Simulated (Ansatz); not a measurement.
## Relaxing a structure of TaAs

The start is a randomly generated symmetric cell of TaAs (space group No. 70). The structure is fully relaxed (lattice and positions, P = 0) with PBE (plane waves to 420 eV, PAW, scalar-relativistic; Ansatz, a program for electronic structure). The first steps use a coarse 6×6×6 k-mesh.

Input geometry:
```
TaAs
1.0
    0.00000     4.08501     4.08696
    2.68919     0.00000     4.08696
    2.68919     4.08501     0.00000
As Ta
2 2
Direct
  0.50000   0.50000   0.50000
  0.75000   0.75000   0.75000
  0.25000   0.25000   0.25000
  0.00000   0.00000   0.00000
```

What pressure does the first self-consistent step give?

-16 GPa (negative: the cell is under tension).

How do the shortest distances between atoms change?

The closest pairs of elements (up to four, under 3.6 Å), start → end: As–Ta 2.69 → 2.59 Å; As–As 3.19 → 3.21 Å; Ta–Ta 3.19 → 3.21 Å.

Give the final cell and atomic positions.


```cif
data_As4Ta4
_chemical_formula_sum 'As4 Ta4'
_space_group_name_H-M_alt 'I41/amd :1'
_space_group_IT_number 141
_space_group_name_Hall 'I 4bw 2bw -1bw'
_cell_length_a 3.66317
_cell_length_b 3.66317
_cell_length_c 10.53042
_cell_angle_alpha 90.000
_cell_angle_beta 90.000
_cell_angle_gamma 90.000
loop_
_atom_site_label
_atom_site_type_symbol
_atom_site_symmetry_multiplicity
_atom_site_Wyckoff_symbol
_atom_site_fract_x
_atom_site_fract_y
_atom_site_fract_z
_atom_site_occupancy
As1 As 4 b 0.00000 0.00000 0.50000 1
Ta1 Ta 4 a 0.00000 0.00000 0.00000 1
```
(The calculation used a cell of 4 atoms; values per cell refer to that cell.)

The space group stays I4₁/amd (No. 141) (the run could not lower it); the end is AFLOW prototype AB_tI8_141_a_b ("40", as in NbP), with 4 atoms in the primitive cell. Final values are on a 18×18×18 k-mesh of the relaxed cell. No spin polarisation in the result.

The run could not lose the symmetry of its start: the end is stationary, and may be a saddle point rather than a minimum.

All atoms sit on sites fixed by symmetry, so only the cell could relax.

The relaxed structure here is a generated cell of TaAs: the first start was made by a random draw of sites in a space group, and the end was not matched to a known phase here, so it may be hypothetical. Known forms of TaAs include space group No. 109.
